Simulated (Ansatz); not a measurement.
Relaxed-ion elastic tensor of Cu2O in space group Pn-3m (No. 224; Cu on 4c, O on 2a) in GPa (Voigt order), the program Ansatz at the LDA level (PAW); density 6.57 g/cm³, 12.05 Å³ per atom.

|  | 1 | 2 | 3 | 4 | 5 | 6 |
|---|---|---|---|---|---|---|
| 1 | 159 | 142 | 142 | 0.0 | 0.0 | 0.0 |
| 2 | 142 | 159 | 142 | 0.0 | 0.0 | 0.0 |
| 3 | 142 | 142 | 159 | 0.0 | 0.0 | 0.0 |
| 4 | 0.0 | 0.0 | 0.0 | 3.2 | 0.0 | 0.0 |
| 5 | 0.0 | 0.0 | 0.0 | 0.0 | 3.2 | 0.0 |
| 6 | 0.0 | 0.0 | 0.0 | 0.0 | 0.0 | 3.2 |

Task: Is the crystal mechanically stable?

Result: Yes: the smallest eigenvalue of C is 3.2 GPa.

Task: Work out the Voigt, Reuss and Hill averages.

Result: K_V = 147, K_R = 147, K_H = 147; G_V = 5.4, G_R = 4.3, G_H = 4.9 GPa.

Task: Give Young's modulus, Poisson's ratio, Pugh's ratio and the universal anisotropy index.

Result: E = 9KG/(3K + G) = 14.4 GPa; ν = 0.48; K/G = 30.39 (ductile by the Pugh limit of 1.75); A_U = 5G_V/G_R + K_V/K_R − 6 = 1.33.

Task: Estimate the sound speeds and the Debye temperature.

Result: v_l = √((K + 4G/3)/ρ) = 4840 m/s, v_t = √(G/ρ) = 859 m/s, mean 983 m/s; Θ = (h/k)(3n/4πV)^(1/3) v_m = 128 K.

Task: Give the Zener ratio and Young's modulus along [100], [110] and [111].

Result: A = 2C44/(C11 − C12) = 0.36; 1/E = S11 − 2(S11 − S12 − S44/2)Γ with Γ = 0, 1/4, 1/3 gives 25.8, 11.3, 9.5 GPa.

Task: Solve the Christoffel equation for the three sound speeds along [100], [110], [111].

Result: Eigenvalues of C_ijkl n_j n_l equal ρv². In km/s, slowest first: [100] 0.70, 0.70, 4.92; [110] 0.70, 1.16, 4.83; [111] 1.03, 1.03, 4.80.

Symmetry was held in the LDA relaxation; phonons on a q-mesh show no instability. No spin polarisation was allowed. No Hubbard U is applied.

Potentials: the later of the program's two PAW sets.
